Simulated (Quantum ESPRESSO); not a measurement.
# Kohn-Sham bands of AlInSb$_{2}$ (P-4m2)

```
AlInSb2
1.0
    4.50617     0.00000     0.00000
    0.00000     4.50617     0.00000
    0.00000     0.00000     6.34882
Al In Sb
1 1 2
Cartesian
  0.00000   0.00000   0.00000
  2.25309   2.25309   3.17441
  0.00000   2.25309   1.48162
  2.25309   0.00000  -1.48162
```

Structure: Materials Project mp-1228890, symmetrised, not relaxed again. Not found in the COD (Crystallography Open Database) copy used; not checked further. Level: PBEsol, spinors with spin-orbit coupling; pw.x of Quantum ESPRESSO at 64 Ry with PseudoDojo potentials, 6×6×4 k-points, Wannier90. Density: 8×8×6 mesh, Gaussian smearing 0.01 Ry. With spin-orbit coupling a semilocal functional can close or falsely invert a small gap; the band order was not checked against a better method. The gap is small at this level and was sampled on the meshes and a path alone.

Energies are relative to the valence-band maximum; weights are on the orthonormalised atomic waves of the pseudopotential files, averaged over the group. 46 electrons a cell are treated as valence.

```json
[
 {"bands": "1–8", "from (eV)": "-29.33", "to (eV)": "-29.32", "filling": "filled", "weight on atomic waves": "[?]"},
 {"bands": "9–20", "from (eV)": "-28.09", "to (eV)": "-28.07", "filling": "filled", "weight on atomic waves": "[?]"},
 {"bands": "21–24", "from (eV)": "-15.14", "to (eV)": "-15.10", "filling": "filled", "weight on atomic waves": "[?]"},
 {"bands": "25–30", "from (eV)": "-14.33", "to (eV)": "-14.24", "filling": "filled", "weight on atomic waves": "[?]"},
 {"bands": "31–34", "from (eV)": "-10.85", "to (eV)": "-8.92", "filling": "filled", "weight on atomic waves": "[?]"},
 {"bands": "35–46", "from (eV)": "-5.96", "to (eV)": "0.00", "filling": "filled", "weight on atomic waves": "[?]"}
]
```

**Question.** Which atomic shells make up each group?

**Answer.** 
- 1–8, weight on atomic waves: Sb 4d 100 %
- 9–20, weight on atomic waves: Sb 4d 100 %
- 21–24, weight on atomic waves: In 4d 99 %
- 25–30, weight on atomic waves: In 4d 99 %
- 31–34, weight on atomic waves: Sb 5s 62 %, Al 3p 11 %, In 5p 10 %
- 35–46, weight on atomic waves: Sb 5p 57 %, Al 3p 12 %, In 5p 12 %

The Kohn-Sham gap over both meshes and the path is 0.17 eV.
